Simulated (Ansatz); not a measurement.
Values for one crystal, relaxed and computed with PBEsol in the plane-wave PAW code Ansatz; other levels are named.

- Volume per atom = 18.19 Å³
- Electronic character = metallic (no gap)
- Mechanical stability = stable (all eigenvalues of C positive)
- Elastic constants (relaxed ions, GPa) = C11 = 331, C12 = 124, C44 = 21.1
- Bulk modulus (Birch–Murnaghan fit) = 193 GPa
- Formation energy from the elements (no fitted shifts) = -0.081 eV/atom
- Young's modulus = 119 GPa

Question: Pick the material that matches.
(A) Mg2Sn, fluorite or antifluorite type
(B) TaRu, L1₀ or tetragonal B2
(C) TaRh3, Cu3Au type
(D) Ta3Sn, A15 (Cr3Si type)

Answer: D, Ta3Sn, A15 (Cr3Si type)

Space group Pm-3n (A15 (Cr3Si type)). The workflow started from an entry of the Crystallography Open Database (COD). Its standing as an ambient phase is unchecked. The cell was relaxed with PBEsol under the symmetry of its start; whether a distortion lowers the energy is not shown. No spin polarisation was allowed. As this level gives no gap, shear constants depend on the k-mesh and smearing (Fermi–Dirac, 0.1 eV here). The references are the lowest solids computed at this level, not always the standard phases. Spin–orbit coupling is left out wherever it is not named.

Potentials: the later of the program's two PAW sets.
